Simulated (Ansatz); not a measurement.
Rb (bcc (W type), Im-3m) at seven volumes, PBE+D3(BJ) in the plane-wave PAW code Ansatz, scaled uniformly. One row is withheld.

```csv
V (Å³/atom),P (GPa)
78.132,0.35
80.707,0.22
83.283,0.10
85.859,0.00
88.435,-0.09
91.010,?
93.586,-0.23
```

Task: Fit the shown pressures and predict the withheld one.

Result: P = (3/2)B₀(x^(7/2) − x^(5/2))[1 + (3/4)(B′ − 4)(x − 1)] with x = (V₀/V)^(2/3). Least squares on the six rows gives V₀ = 85.850 Å³/atom, B₀ = 3.1 GPa, B′ = 3.68. At V = 91.010, x = 0.9618 and P = -0.16 GPa. The run itself gave -0.17 GPa.

Symmetry was held in the PBE+D3(BJ) relaxation. The pairwise dispersion correction was not fitted to metals.

Potentials: the earlier of the program's two PAW sets.
